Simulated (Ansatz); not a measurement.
CdTe (started from an entry of an open crystallographic database), relaxed with r2SCAN, was run in the PAW code Ansatz under altered settings. All numbers are computed, without spin polarisation but where a row says otherwise.

```
CELL_PARAMETERS angstrom
0.00000 3.27990 3.27990
3.27990 0.00000 3.27990
3.27990 3.27990 0.00000
ATOMIC_POSITIONS crystal
Cd 0.00000 0.00000 0.00000
Te 0.25000 0.25000 0.25000
```

The base run's other keys:
```yaml
kpoints:
  mp_grid: { grid: [4, 4, 4] }
hamiltonian:
  xc: pbe
scf:
  occupations: { method: fixed }
  n_extra_bands: 4
```

It takes 6 iterations with 1411 plane waves at 420 eV and 8 k points, and leaves a mean stress of +1.20 GPa. The gap over this mesh is 0.650 eV. It ran on 4 threads of Arm Neoverse N1, with other jobs on the host.

Outcomes, with energy and stress as changes against the base:
```
                                                       setting            outcome  ΔF (meV/atom)  Δ mean stress (GPa)  gap on the mesh (eV)  iterations  wall time
                                           scf.mixing.ndim: 30          converged            0.0                 0.00                 0.650           6     0.89 s
                                   scf.eigensolver.kind: dense          converged            0.0                 0.00                 0.650           6       45 s
                                              basis.xc_grid: 3          converged            0.0                 0.00                 0.650           6     0.94 s
                                            basis.ecutwfc: 250  converged, warned          +1191                +0.38                 0.624           7     0.58 s
                  hamiltonian.xc: mr2scan (cutoff then 500 eV)          converged              –                -1.05                 1.152           6      2.1 s
scf.occupations: cold 0.5 (narrowed to 0.09 eV by the program)          converged            0.0                 0.00                 0.650          12      1.3 s
                               scf.mixing.preconditioner: none          converged            0.0                 0.00                 0.650           6     0.88 s
                   hamiltonian.xc: r2scan (cutoff then 500 eV)          converged              –                -1.05                 1.152           6      2.1 s
                              scf.occupations: fermi_dirac 0.2          converged           -2.7                +0.09                 0.653           6     0.86 s
                               scf.occupations: gaussian 0.001          converged            0.0                 0.00                 0.650           6      0.9 s
                                 scf.occupations: gaussian 0.2          converged            0.0                 0.00                 0.651           6     0.86 s
                                            basis.ecutwfc: 500          converged           -1.5                 0.00                 0.651           6        1 s
                               kpoints.mp_grid.grid: [5, 5, 5]          converged            -21                -0.15                 0.659           6        1 s
                                               scf.max_iter: 2      not converged              –                    –                     –           2     0.64 s
```
A dash marks a value that wasn't obtained or can't be compared. Stress is positive in compression. The base took 1.1 s.

- basis.ecutwfc: 250. 609 plane waves in place of 1411. The free energy moves by +1191 meV an atom, the mean stress by +0.38 GPa and the gap on the mesh by -0.026 eV (to 0.624). The basis is too small: these are errors of the cutoff. Warned: cutoff below recommended.
- hamiltonian.xc: mr2scan. The cutoff follows the functional, from 420 to 500 eV. The mean stress moves by -1.05 GPa and the gap on the mesh by +0.502 eV (to 1.152). It's another functional on the same cell, so totals aren't comparable.
- hamiltonian.xc: r2scan. The cutoff follows the functional, from 420 to 500 eV. The mean stress moves by -1.05 GPa and the gap on the mesh by +0.502 eV (to 1.152). It's another functional on the same cell, so totals aren't comparable.
- kpoints.mp_grid.grid: [5, 5, 5]. The free energy moves by -21 meV an atom, the mean stress by -0.15 GPa and the gap on the mesh by +0.009 eV (to 0.659). The difference shows how far the base mesh is converged.
- scf.max_iter: 2. The run did not converge. It stopped after 2 iterations; the base needs 6. Nothing that it printed is a property of the solid. Error: did not converge after 2 iterations: dr2 = 4.44e-5 (threshold 1.00e-7), under the density mixer `msr1`, which `scf.mixing.algorithm: auto` chose by the deck's other keys (type `scf.mixing.algorithm: msr1` to keep it) […]

Within 1 meV an atom, 0.1 GPa and 0.005 eV of the base stay: scf.mixing.ndim: 30; scf.eigensolver.kind: dense; basis.xc_grid: 3; scf.occupations: cold 0.5; scf.mixing.preconditioner: none; scf.occupations: gaussian 0.001; scf.occupations: gaussian 0.2.

Spin-orbit coupling is left out, which matters wherever the heavy atoms make up the band edges.
